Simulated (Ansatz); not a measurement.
Input file for Ansatz (a program for electronic structure):

Ansatz 0.2 input:
```yaml
crystal:
  lattice:
    - [3.5895030891, 0.0, 0.0]
    - [0.0, 3.5895030891, 0.0]
    - [0.0, 0.0, 3.5895030891]
  atoms:
    - { symbol: Al, position: [0.0, 0.0, 0.0] }
    - { symbol: Cu, position: [0.5, 0.5, 0.0] }
    - { symbol: Cu, position: [0.0, 0.5, 0.5] }
    - { symbol: Cu, position: [0.5, 0.0, 0.5] }
kpoints:
  mp_grid: { grid: [24, 24, 24] }
hamiltonian:
  xc: lda
  pseudopotentials: { kind: paw }
scf:
  occupations: { method: fermi_dirac, width: 0.1 }
elastic: { mode: relaxed_ion, stencil: two_point, amplitude: 0.005, f_tol: 0.0005 }
```

Output (shortened):

```
Pseudopotentials: kind: paw
Pseudopotential: Al, paw, valence charge 3
Pseudopotential: Cu, paw, valence charge 19
Functional definition: SPW92
Crystal: 4 atoms, lattice volume = 46.249 Å³
Basis set: ecut = 420 eV, 895 PW (Γ)
Bands: 36, of which v1, the nominal top of the filled ones, is band 30 counted from 1 (29 counted from 0)
Symmetry: 48 space group operations
Space group: Pm-3m (ITA 221), of the structure as read, at distance tolerance 3.6e-5 Å
k-points: 455 of 13824
PAW frozen core: Al, regenerated for the run's functional, and the local potential with it
PAW frozen core: Cu, regenerated for the run's functional, and the local potential with it
Initial wavefunctions: pseudopotential atomic-orbital guess
Eigensolver: davidson
Functional: x = slater, c = lda
all-band conjugate gradients solve this SCF's bands
SCF 1 converged in 11 iterations: F = -20180.853092 eV  dr2 = 7.15e-14
density extrapolation: transplant  |δρ|_rms = 7.970e-2 e/Å³  SAD shift = 2.011e-2 e/Å³
Crystal: 4 atoms, lattice volume = 46.018 Å³
Symmetry: 16 space group operations
k-points: 1183 of 13824
Initial density: handed on by an earlier stage of this run
Initial wavefunctions: those handed on with the density
SCF 2 converged in 11 iterations: F = -20180.852400 eV  dr2 = 2.79e-14
density extrapolation: first-order (α = -2.000)  |δρ|_rms = 7.970e-2 e/Å³  SAD shift = 1.996e-2 e/Å³
Crystal: 4 atoms, lattice volume = 46.480 Å³
Basis set: ecut = 420 eV, 921 PW (Γ)
SCF 3 converged in 9 iterations: F = -20180.852361 eV  dr2 = 2.09e-14
density extrapolation: transplant  |δρ|_rms = 7.970e-2 e/Å³  SAD shift = 1.148e-2 e/Å³
Crystal: 4 atoms, lattice volume = 46.249 Å³
Basis set: ecut = 420 eV, 907 PW (Γ)
Symmetry: 8 space group operations
k-points: 2041 of 13824
SCF 4 converged in 9 iterations: F = -20180.852722 eV  dr2 = 2.73e-14
density extrapolation: first-order (α = -2.000)  |δρ|_rms = 7.970e-2 e/Å³  SAD shift = 1.148e-2 e/Å³
Crystal: 4 atoms, lattice volume = 46.249 Å³
SCF 5 converged in 9 iterations: F = -20180.852722 eV  dr2 = 3.11e-14
SCF converged after 11 iterations
Free energy (F): -20180.853092 eV
Harris-Foulkes:  -20180.853092 eV  (|F-HF|=3.64e-12)
Internal energy: -20180.815319 eV  (E = F + TS)
E sigma→0 (E₀):  -20180.834206 eV
Entropy (-TS):   -0.037773 eV (-9.443 meV/atom)
Fermi energy:    15.900490 eV
--- Per-component energies (eV) ---
  E_band       = -1125.543710
  E_kinetic    = 929.792365
  E_local      = -13740.714321  (includes V_loc(G=0)·N_el)
  E_nonlocal   = 1187.468311
  E_hartree    = 6114.913036
  E_xc         = -310.857781
  E_vxc        = -381.485228  (∫ρ·V_xc dr)
  E_paw        = -5217.795952  (= ΣΔE_a)
  E_vpaw       = -1350.431594  (= ΣTr[D̂ρ^β])
  E_aug_tail   = 0.000675  (compensation charges beyond the density's cutoff)
  E_ewald      = -9145.026348
  E_core_change = 1.404697  (= ΣΔE_core)
  E_smearing   = -0.037773  (= −TS)
  E_closure    = 0.000000  (closes the sum)
  Σ components = -20180.853092   (vs F -20180.853092, Δ=0.00e0)
--- Forces (eV/Å), atoms counted from 1 ---
  atom   1  Al     0.00000000     0.00000000     0.00000000
  atom   2  Cu     0.00000000     0.00000000     0.00000000
  atom   3  Cu     0.00000000     0.00000000     0.00000000
  atom   4  Cu     0.00000000     0.00000000     0.00000000
  max |Σ_I F_I| component: 0.0 eV/Å
--- Stress (GPa, compression-positive) ---
       -0.015764       0.000000       0.000000
        0.000000      -0.015764       0.000000
        0.000000       0.000000      -0.015764
  P = ⅓ Tr σ = -0.0158 GPa (-0.158 kbar)
  The stress holds the Pulay correction. Without it, at fixed plane waves, as pw.x and ABINIT print it: P = -0.1144 GPa
  The stress includes an estimate of the error left by incomplete SCF convergence (largest component 0.0000 GPa).
--- Band table (eV; the first three rows and the last of 455) ---
  k-point 0: bands = ["-96.5705", "-96.5548", "-96.5548", "-54.4298", "-54.4298", "-54.4298", "-54.4070", "-54.4070", "-54.4070", "-54.2788", "-54.2788", "-54.2788", "4.8637", "10.1877", "10.7927", "10.7927", "11.0658", "11.0658", "11.0658", "12.5711", …
  k-point 1: bands = ["-96.5705", "-96.5549", "-96.5548", "-54.4297", "-54.4297", "-54.4297", "-54.4070", "-54.4070", "-54.4070", "-54.2791", "-54.2789", "-54.2789", "4.8845", "10.1942", "10.7842", "10.8043", "11.0690", "11.0690", "11.0700", "12.5646", …
  k-point 2: bands = ["-96.5703", "-96.5550", "-96.5548", "-54.4293", "-54.4293", "-54.4292", "-54.4072", "-54.4072", "-54.4070", "-54.2796", "-54.2792", "-54.2792", "4.9470", "10.2119", "10.7579", "10.8385", "11.0788", "11.0788", "11.0826", "12.5452", …
  k-point 454: bands = ["-96.5600", "-96.5600", "-96.5600", "-54.4473", "-54.4473", "-54.4473", "-54.3790", "-54.3790", "-54.3790", "-54.3588", "-54.2571", "-54.2571", "9.1611", "10.4849", "10.4849", "10.4849", "12.0464", "12.0464", "12.0464", "12.6867", …
  band table: 36 of 36 bands, residual norms ≤ 1.0e-3 eV
--- Elastic constants: 2 strain directions × 2 members + reference (group order 48) ---
  dense FFT box of the reference and of every strained cell: 25×25×25
  strains applied: 11, 23; error gains: componentwise 1.00 (the most a stress slope's error grows in a printed constant), spectral 1.73 (1 for all six strains …
  C = ∂σ_k/∂η_j (tension-positive GPa; Voigt order 11 22 33 23 13 12):
       196.933    152.307    152.307      0.000      0.000      0.000
       152.307    196.933    152.307      0.000      0.000      0.000
       152.307    152.307    196.933      0.000      0.000      0.000
         0.000      0.000      0.000    102.319      0.000      0.000
         0.000      0.000      0.000      0.000    102.319      0.000
         0.000      0.000      0.000      0.000      0.000    102.319
  reference stress σ⁰ (GPa):      0.016      0.016      0.016      0.000      0.000      0.000
  moduli (Voigt/Reuss/Hill, GPa): K = 167.18/167.18/167.18   G = 70.32/42.03/56.18   E = 151.55   ν = 0.349
  mechanically stable: yes (min eigenvalue of sym C = 44.63 GPa)
  strain η (Voigt 11):  stress-route row diagonal C_11 = 196.93 GPa, energy-path curvature d²(F+E_count+ΔE)/dδ²/Ω₀ = 197.09 GPa
         δ    σ_11 (GPa)             F (eV)   n_scf  n_hpsi   n_pw
    -5.000e-3      -0.9777      -20180.8524003      11  887775    921   relax 0 steps, max|allowed force component| 0.0 eV/Å
     5.000e-3       0.9916      -20180.8523614       9  738185    931   relax 0 steps, max|allowed force component| 0.0 eV/Å
  strain η (Voigt 23):  stress-route row diagonal C_44 = 102.32 GPa, energy-path curvature d²(F+E_count+ΔE)/dδ²/Ω₀ = 102.47 GPa
         δ    σ_23 (GPa)             F (eV)   n_scf  n_hpsi   n_pw
    -5.000e-3      -0.5116      -20180.8527219       9  1357004    926   relax 0 steps, max|allowed force component| 0.0 eV/Å
     5.000e-3       0.5116      -20180.8527219       9  1461162    926   relax 0 steps, max|allowed force component| 0.0 eV/Å
```

Cost: roughly 12 core-minutes on shared cores.

The workflow started from a Materials Project entry (that database holds measured and hypothetical structures alike); the Crystallography Open Database copy checked does not list it. With Al and Cu taken as one species the cell has the higher symmetry Fm-3m, so it may be an ordered model of a mixed-site phase. Whether it is the stable phase at ambient conditions was not checked. The LDA relaxation kept the symmetry of its start; of distortions, only those at the zone centre were tested. No spin polarisation was allowed. As this level gives no gap, shear constants depend on the k-mesh and smearing (Fermi–Dirac, 0.1 eV here).

Potentials: the later of the program's two PAW sets.

Ansatz is a plane-wave DFT program.
